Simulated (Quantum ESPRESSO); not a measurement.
Si2PCN3, one run as intended and one with a planted mistake

Simulated, not a measurement. The program is pw.x of Quantum ESPRESSO 7.5 (plane-wave density functional theory). The cell is made up: 7 atoms on a zincblende/diamond lattice with one site empty, with randomly drawn elements, strain and displacements, not relaxed. PseudoDojo standard norm-conserving files (v0.5 for PBE, v0.4.1 for LDA and PBEsol) set the functional; there is no spin polarisation, spin-orbit coupling or dispersion term, and the masses in the input are unused placeholders.

Intended input:

```
&control calculation='scf', pseudo_dir='./dojo.nc.sr.pbe.v0_5.standard.upf', outdir='./o', disk_io='medium', tprnfor=.true., tstress=.true. /
&system ibrav=0, nat=7, ntyp=4, nbnd=22, ecutwfc=84.00895049, nosym=.true., tot_charge=0,
 occupations='smearing', smearing='fd', degauss=0.0018374661
/
&electrons conv_thr=7.350e-09, electron_maxstep=60, /
ATOMIC_SPECIES
C 1.0 C.upf
N 1.0 N.upf
P 1.0 P.upf
Si 1.0 Si.upf
CELL_PARAMETERS angstrom
4.0778 0.0298 0.0188
0.0298 4.0698 -0.0395
0.0188 -0.0395 4.2128
ATOMIC_POSITIONS angstrom
Si 0.0475 -0.0435 0.0333
Si 0.0249 1.913 1.9614
P 2.029 1.9579 -0.0984
C 1.1288 1.1259 1.056
N 1.0637 2.9698 3.1739
N 3.0522 1.0607 3.2131
N 3.0901 3.0152 0.9051
K_POINTS automatic
4 4 4 1 1 1
```

The log is shortened where brackets say so; the opening notice, blank lines, dates and the lines on written files are dropped, and the path of the files is cut. It prints rydbergs, bohrs and kilobars, and counts compression as positive stress. Where no state is partly filled, the Fermi energy that it prints is only some level between the filled and the empty states on the mesh, and need not lie in the true gap.

Log of the intended run:

```
     Program PWSCF v.7.5
     Parallel version (MPI & OpenMP), running on       1 processor cores
     Number of MPI processes:                 1
     Threads/MPI process:                     1
     [start-up lines left out]
     bravais-lattice index     =            0
     lattice parameter (alat)  =       7.7062  a.u.
     unit-cell volume          =     471.7310 (a.u.)^3
     number of atoms/cell      =            7
     number of atomic types    =            4
     number of electrons       =        32.00
     number of Kohn-Sham states=           22
     kinetic-energy cutoff     =      84.0090  Ry
     charge density cutoff     =     336.0358  Ry
     scf convergence threshold =      7.3E-09
     mixing beta               =       0.7000
     number of iterations used =            8  plain     mixing
     Exchange-correlation= PBE
                           (   1   4   3   4   0   0   0)
     [axes and pseudopotential details left out]
   Cartesian axes
     site n.     atom                  positions (alat units)
         1        Si     tau(   1) = (   0.0116480  -0.0106671   0.0081659  )
         2        Si     tau(   2) = (   0.0061060   0.4691080   0.4809767  )
         3        P      tau(   3) = (   0.4975536   0.4801184  -0.0241298  )
         4        C      tau(   4) = (   0.2768056   0.2760945   0.2589535  )
         5        N      tau(   5) = (   0.2608417   0.7282577   0.7783073  )
         6        N      tau(   6) = (   0.7484639   0.2601060   0.7879200  )
         7        N      tau(   7) = (   0.7577578   0.7393907   0.2219496  )
     number of k points=    32  Fermi-Dirac smearing, width (Ry)=  0.0018
                       cart. coord. in units 2pi/alat
        k(    1) = (   0.1235266   0.1255263   0.1216246), wk =   0.0625000
        k(    2) = (   0.1223936   0.1278836   0.3636495), wk =   0.0625000
     [further k points left out]
     Dense  grid:    49095 G-vectors     FFT dimensions: (  45,  45,  48)
     Estimated max dynamical RAM per process >      55.93 MB
     Initial potential from superposition of free atoms
     starting charge      31.9986, renormalised to      32.0000
     Starting wfcs are   28 randomized atomic wfcs
     total cpu time spent up to now is        5.2 secs
     per-process dynamical memory:    43.3 Mb
     Self-consistent Calculation
     iteration #  1     ecut=    84.01 Ry     beta= 0.70
     Davidson diagonalization with overlap
     ethr =  1.00E-02,  avg # of iterations =  3.4
     total cpu time spent up to now is       14.7 secs
     total energy              =    -104.38553587 Ry
     estimated scf accuracy    <       1.86767024 Ry
     iteration #  2     ecut=    84.01 Ry     beta= 0.70
     Davidson diagonalization with overlap
     ethr =  5.84E-03,  avg # of iterations =  2.0
     total cpu time spent up to now is       22.4 secs
     total energy              =    -104.94185191 Ry
     estimated scf accuracy    <       1.01129899 Ry
     [iterations 3 to 10 left out]
     iteration # 11     ecut=    84.01 Ry     beta= 0.70
     Davidson diagonalization with overlap
     ethr =  1.05E-10,  avg # of iterations =  3.7
     total cpu time spent up to now is       89.6 secs
     total energy              =    -105.12281562 Ry
     estimated scf accuracy    <       0.00000003 Ry
     iteration # 12     ecut=    84.01 Ry     beta= 0.70
     Davidson diagonalization with overlap
     ethr =  9.54E-11,  avg # of iterations =  2.0
     total cpu time spent up to now is       94.4 secs
     End of self-consistent calculation
     [lines on levels left out]
     the Fermi energy is    10.6043 ev
!    total energy              =    -105.12281562 Ry
     estimated scf accuracy    <          3.3E-09 Ry
     smearing contrib. (-TS)   =      -0.00000000 Ry
     internal energy E=F+TS    =    -105.12281562 Ry
     The total energy is F=E-TS. E is the sum of the following terms:
     one-electron contribution =       2.50925946 Ry
     hartree contribution      =      19.49400473 Ry
     xc contribution           =     -33.69473684 Ry
     ewald contribution        =     -93.43134297 Ry
     convergence has been achieved in  12 iterations
     Forces acting on atoms (cartesian axes, Ry/au):
     atom    1 type  4   force =    -0.00424561    0.03530555   -0.01030131
     atom    2 type  4   force =    -0.11365707    0.14696818    0.14809356
     atom    3 type  3   force =    -0.00378490    0.11550172    0.07215590
     atom    4 type  1   force =     0.06036418   -0.16233352   -0.14003181
     atom    5 type  2   force =    -0.00872310   -0.04818818   -0.02414570
     atom    6 type  2   force =     0.08603554   -0.04429487   -0.04978338
     atom    7 type  2   force =    -0.01598904   -0.04295888    0.00401274
     Total force =     0.378057     Total SCF correction =     0.000058
     Computing stress (Cartesian axis) and pressure
          total   stress  (Ry/bohr**3)                   (kbar)     P=       54.31
   0.00014952  -0.00065668  -0.00108208           22.00      -96.60     -159.18
  -0.00065668   0.00064088   0.00061744          -96.60       94.28       90.83
  -0.00108208   0.00061744   0.00031714         -159.18       90.83       46.65
     init_run     :      4.93s CPU      5.04s WALL (       1 calls)
     electrons    :     84.70s CPU     89.23s WALL (       1 calls)
     forces       :      0.98s CPU      1.01s WALL (       1 calls)
     stress       :      3.96s CPU      4.00s WALL (       1 calls)
     [timing details left out]
     PWSCF        :   1m34.76s CPU   1m39.52s WALL
     JOB DONE.
```

A second run has one planted mistake: the self-consistency threshold is too loose. The input lines that differ, file-writing options aside:

```
- &electrons conv_thr=7.350e-09, electron_maxstep=60, /
+ &electrons conv_thr=7.350e-03, electron_maxstep=60, /
```

Its log:

```
     Program PWSCF v.7.5
     Parallel version (MPI & OpenMP), running on       1 processor cores
     Number of MPI processes:                 1
     Threads/MPI process:                     1
     [start-up lines left out]
     bravais-lattice index     =            0
     lattice parameter (alat)  =       7.7062  a.u.
     unit-cell volume          =     471.7310 (a.u.)^3
     number of atoms/cell      =            7
     number of atomic types    =            4
     number of electrons       =        32.00
     number of Kohn-Sham states=           22
     kinetic-energy cutoff     =      84.0090  Ry
     charge density cutoff     =     336.0358  Ry
     scf convergence threshold =      7.3E-03
     mixing beta               =       0.7000
     number of iterations used =            8  plain     mixing
     Exchange-correlation= PBE
                           (   1   4   3   4   0   0   0)
     [axes and pseudopotential details left out]
   Cartesian axes
     site n.     atom                  positions (alat units)
         1        Si     tau(   1) = (   0.0116480  -0.0106671   0.0081659  )
         2        Si     tau(   2) = (   0.0061060   0.4691080   0.4809767  )
         3        P      tau(   3) = (   0.4975536   0.4801184  -0.0241298  )
         4        C      tau(   4) = (   0.2768056   0.2760945   0.2589535  )
         5        N      tau(   5) = (   0.2608417   0.7282577   0.7783073  )
         6        N      tau(   6) = (   0.7484639   0.2601060   0.7879200  )
         7        N      tau(   7) = (   0.7577578   0.7393907   0.2219496  )
     number of k points=    32  Fermi-Dirac smearing, width (Ry)=  0.0018
                       cart. coord. in units 2pi/alat
        k(    1) = (   0.1235266   0.1255263   0.1216246), wk =   0.0625000
        k(    2) = (   0.1223936   0.1278836   0.3636495), wk =   0.0625000
     [further k points left out]
     Dense  grid:    49095 G-vectors     FFT dimensions: (  45,  45,  48)
     Estimated max dynamical RAM per process >      55.93 MB
     Initial potential from superposition of free atoms
     starting charge      31.9986, renormalised to      32.0000
     Starting wfcs are   28 randomized atomic wfcs
     total cpu time spent up to now is        4.8 secs
     per-process dynamical memory:    43.2 Mb
     Self-consistent Calculation
     iteration #  1     ecut=    84.01 Ry     beta= 0.70
     Davidson diagonalization with overlap
     ethr =  1.00E-02,  avg # of iterations =  3.4
     total cpu time spent up to now is       14.8 secs
     total energy              =    -104.38553587 Ry
     estimated scf accuracy    <       1.86767024 Ry
     iteration #  2     ecut=    84.01 Ry     beta= 0.70
     Davidson diagonalization with overlap
     ethr =  5.84E-03,  avg # of iterations =  2.0
     total cpu time spent up to now is       24.9 secs
     total energy              =    -104.94185191 Ry
     estimated scf accuracy    <       1.01129899 Ry
     iteration #  3     ecut=    84.01 Ry     beta= 0.70
     Davidson diagonalization with overlap
     ethr =  3.16E-03,  avg # of iterations =  2.0
     total cpu time spent up to now is       33.1 secs
     total energy              =    -105.11170807 Ry
     estimated scf accuracy    <       0.01740370 Ry
     iteration #  4     ecut=    84.01 Ry     beta= 0.70
     Davidson diagonalization with overlap
     c_bands:  1 eigenvalues not converged
     ethr =  5.44E-05,  avg # of iterations =  9.0
     total cpu time spent up to now is       47.3 secs
     End of self-consistent calculation
     [lines on levels left out]
     the Fermi energy is    10.5263 ev
!    total energy              =    -105.11956313 Ry
     estimated scf accuracy    <       0.00662910 Ry
     smearing contrib. (-TS)   =      -0.00000000 Ry
     internal energy E=F+TS    =    -105.11956313 Ry
     The total energy is F=E-TS. E is the sum of the following terms:
     one-electron contribution =       2.35303876 Ry
     hartree contribution      =      19.70539244 Ry
     xc contribution           =     -33.74665135 Ry
     ewald contribution        =     -93.43134297 Ry
     convergence has been achieved in   4 iterations
     Forces acting on atoms (cartesian axes, Ry/au):
     atom    1 type  4   force =    -0.00299825    0.03445635   -0.01170937
     atom    2 type  4   force =    -0.11427649    0.14675074    0.14871079
     atom    3 type  3   force =    -0.00101630    0.11473161    0.07124725
     atom    4 type  1   force =     0.05872830   -0.16211301   -0.14765114
     atom    5 type  2   force =    -0.01219219   -0.05178977   -0.01944461
     atom    6 type  2   force =     0.08777851   -0.03796129   -0.04165848
     atom    7 type  2   force =    -0.01602358   -0.04407461    0.00050557
     Total force =     0.379611     Total SCF correction =     0.072882
     SCF correction compared to forces is large: reduce conv_thr to get better values
     Computing stress (Cartesian axis) and pressure
          total   stress  (Ry/bohr**3)                   (kbar)     P=       80.89
   0.00030382  -0.00057450  -0.00101174           44.69      -84.51     -148.83
  -0.00057450   0.00082868   0.00061748          -84.51      121.90       90.83
  -0.00101174   0.00061748   0.00051708         -148.83       90.83       76.06
     init_run     :      3.51s CPU      4.71s WALL (       1 calls)
     electrons    :     40.34s CPU     42.51s WALL (       1 calls)
     forces       :      1.43s CPU      1.45s WALL (       1 calls)
     stress       :      5.79s CPU      5.84s WALL (       1 calls)
     [timing details left out]
     PWSCF        :     51.20s CPU     54.72s WALL
     JOB DONE.
```

|  | intended run | run with the mistake |
| --- | --- | --- |
| free energy (eV) | -1430.269 | -1430.225 |
| smearing term -TS (eV) | 0.0000 | 0.0000 |
| pressure (GPa) | 5.43 | 8.09 |
| largest force component (eV/Å) | 4.174 | 4.168 |
| largest change of a force component (eV/Å) |  | 0.209 |
| iterations | 12 | 4 |

For scale, a rerun of the intended cell at 1437 eV and a 6 x 6 x 6 mesh moved values by no more than 0.002 eV in energy, 0.02 GPa in stress and 0.005 eV/Å in force.